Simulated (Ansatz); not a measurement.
# Stress against strain in TlAgTe2

```xyz
4
Lattice="-1.9600 1.9600 7.6100 1.9600 -1.9600 7.6100 1.9600 1.9600 -7.6100" Properties=species:S:1:pos:R:3 pbc="T T T"
Tl    0.0000    0.0000    0.0000
Ag    0.0000    1.9600    3.8050
Te    0.0000    0.0000    5.6162
Te    0.0000    0.0000    9.6038
```

Atom numbers follow the list: Tl1, Ag2, Te3, Te4.

Conventional cell: a = 3.920 Å, b = 3.920 Å, c = 15.220 Å, α = 90.00°, β = 90.00°, γ = 90.00°. Around Tl (atom 1) lie 8 Te at 3.41 Å and 4 Tl at 3.92 Å. Around Ag (atom 2) lie 4 Te at 2.67 Å. Te (atom 3) is surrounded by 2 Ag at 2.67 Å.

The cell is COD entry 1509558, as deposited and not checked against the literature; nothing was relaxed.

No spin–orbit coupling, which matters for the heavy atoms here.

The calculation used DFT, LDA, all-electron LAPW, scalar-relativistic in Ansatz 0.2.0.

The runs use a Γ-centred 13×13×13 k mesh, Fermi–Dirac smearing of 0.05 eV, basis error target 0.5 meV/atom, no spin polarisation.

The strain is applied along the Cartesian axes of the cell as listed (the other components stay zero). Fractional coordinates are held (clamped ions).

σ is the change of stress from the unstrained cell, which is at -1.40 GPa; tension is positive, so slopes are stress–strain coefficients at that pressure. In a metal the k mesh adds noise.

Only quantities that a quadratic follows smoothly over the whole series are listed; rougher ones are left out.

```tsv
εzz	σzz (GPa)	σxx (GPa)
-0.0200	-1.21	-1.15
0.0000	0.00	0.00
0.0100	0.61	0.49
0.0200	1.22	0.93
```

Q: Fit the series and read off the stiffness at zero strain.

A: Least-squares fits y = p0 + p1 x + p2 x² to the rows give σzz (GPa): p1 = 60.8, p2 = 11; σxx (GPa): p1 = 52, p2 = -270. So C33 = 61 GPa and C13 = 52 GPa, for these axes.

Q: One run, at εzz = -0.0100, is withheld. Predict its row.

A: The fits give -0.61, -0.55; the run gave -0.60, -0.55.
